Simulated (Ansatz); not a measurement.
Ca2Ge (anti-fluorite, Fm-3m) under volume change, DFT-PBEsol in the program Ansatz with PAW potentials, scaled uniformly.

| V (Å³/atom) | E − E(relaxed) (meV/atom) | P (GPa) |
|---|---|---|
| 27.306 | 33.1 | 4.25 |
| 28.206 | 14.0 | 2.62 |
| 29.107 | 3.3 | 1.21 |
| 30.007 | 0.0 | 0.00 |
| 30.907 | ___ | ___ |
| 31.807 | ___ | ___ |
| 32.708 | 24.6 | -2.71 |

Q: Some entries are withheld; supply them.

A: 
- 30.907, E − E(relaxed) (meV/atom): 3.0
- 30.907, P (GPa): -1.04
- 31.807, E − E(relaxed) (meV/atom): 11.4
- 31.807, P (GPa): -1.94

Q: What does a third-order Birch–Murnaghan fit give for V₀, B₀ and B′?

A: V₀ = 30.01 Å³/atom, B₀ = 37.4 GPa, B′ = 4.0.

The workflow started from a Materials Project entry (that database holds measured and hypothetical structures alike); the Crystallography Open Database copy checked does not list it. COD files the formula under space group No. 186. Its standing as an ambient phase is unchecked. The cell was relaxed with PBEsol under the symmetry of its start; whether a distortion lowers the energy is not shown.

Potentials: the later of the program's two PAW sets.
